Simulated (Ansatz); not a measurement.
**SiO₂: ¹⁷O nuclear quadrupole resonance**

Cell: an entry of the Crystallography Open Database (COD), its atoms then relaxed with PBE in this cell.

Space group P4_12_12 (No. 92); a = 4.9780, c = 6.9480 Å.

```csv
site,Wyckoff,site symmetry,x,y,z
Si,4a,..2,0.3043,0.3043,0.0000
O,8b,1,0.2368,0.1149,0.1844
```

One atom of each set is listed.

Method: Kohn–Sham DFT in Ansatz, PBE, plane waves and PAW, scalar-relativistic, 420 eV cutoff, Γ-centred 5×5×4 k-points, Fermi–Dirac smearing 0.02 eV.

¹⁷O: I = 5/2, Q = -25.58 mb (year-2017 value). Static lattice, zero field.

(1) The simulated lines lie at 0.912, 1.74 MHz. What are |C_Q|, η and |V_zz| at O?

Answers

(1) For I = 5/2 and η = 0 the lines are 3|C_Q|/20 and twice that; η pulls their ratio below 2. Here |C_Q| = 5.86 MHz, η = 0.19 and |V_zz| = 9.47 × 10²¹ V/m². The calculation gives V_zz positive; the lines don't show the sign. The site has 2 Si at 1.63 Å, angle 143°.

At O V_zz runs parallel to the line that joins its two neighbours (within 1°).
